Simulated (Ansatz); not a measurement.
Relaxed C (diamond):

```
C
1.0
    0.00000     3.57162     3.57162
    1.78581     0.00000     1.78581
    1.78581     1.78581     0.00000
C
4
Direct
  0.25000   0.50000   0.50000
  0.75000   0.50000   0.50000
  0.37500   0.75000   0.75000
  0.87500   0.75000   0.75000
```

In this cell atom 3 (C, nearest neighbour C at 1.547 Å; its periodic images, 2.5 Å or more away, move with it) is moved by s along Cartesian x, unit vector (1.000, 0.000, 0.000); all other atoms and the cell stay fixed.

Level of theory: PBE (plane waves to 420 eV, PAW, scalar-relativistic; Ansatz, a program for electronic structure). k mesh 13×13×13 (Γ-centred), Fermi-Dirac smearing 0.05 eV. Energies are smeared free energies. C was relaxed with its symmetry unable to fall. The PAW data are Ansatz's earlier set. ΔE is measured from the undisplaced structure.

Question: What ΔE (meV/cell) does the calculation give at s (Å) = -0.310, -0.248, -0.186, -0.062, 0.124, 0.310?

Answer: 
| s (Å) | ΔE (meV/cell) |
|---|---|
| -0.310 | 1805 |
| -0.248 | 1188 |
| -0.186 | 682 |
| -0.062 | 78 |
| 0.124 | 311 |
| 0.310 | 1846 |

(A displaced cell: forces are minus the slopes of the energy, force constants its curvatures, and phonons follow from these.)
